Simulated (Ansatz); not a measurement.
Notes on SrAl₂GeS₄

```
Ge Al S Sr
1.0
    -3.34309    3.34309    3.92524
     3.34309   -3.34309    3.92524
     3.34309    3.34309   -3.92524
Ge Al S Sr
1 2 4 1
Direct
  0.50000 0.50000 0.00000
  0.75000 0.25000 0.50000
  0.25000 0.75000 0.50000
  0.53230 0.53230 0.37660
  0.46770 0.84430 0.00000
  0.15570 0.15570 0.62340
  0.84430 0.46770 0.00000
  0.00000 0.00000 0.00000
```

Method: PBE, no spin polarisation; PAW, plane waves to 420 eV, 7×7×7 Γ-centred mesh, fermi-dirac occupations (width 0.0151 eV) (Ansatz 0.2.0), atoms fixed.

Problem. Is there a gap?

Solution. It is a metal, with about 2.3 states/eV a cell as the mean within 0.25 eV of the Fermi level, mostly Al p (30 %), S p (24 %) and Al s (15 %).

Problem. Which atom feels the largest force, and which way?

Solution. The largest is on S4 (and as large on other atoms): 2.12 eV/Å, components (0.96, 0.96, -1.64). It makes 164° with the line to a nearest neighbour, Ge1 at 2.16 Å, pointing away from it.

Problem. Give the Bader charges.

Solution. Bader charges in e: Sr +1.49, Al +1.17, Ge +1.34, S -1.29. In the mean Sr gives up most and S takes most.

Problem. What does the stress say?

Solution. The pressure is 4.5 GPa (compression positive), so with the atoms held at these fractions the cell would first expand; the forces are large, so a full relaxation may end otherwise. The principal stresses 1.6, 5.9, 5.9 GPa differ, so its shape would change too.

Problem. Is it stable against the elements?

Solution. -0.47 eV an atom against the elements' usual phases (free molecules for gases, crystals otherwise, with no correction for O₂ or N₂), so it is bound against them; other compounds may still compete. Relaxing would lower it.

Origin: a known structure type with other elements, at an estimated volume, so it need not be a known compound. Caveats: many states at the Fermi level without spin polarisation, so a magnetic state may lie lower; atoms or cell far from equilibrium.
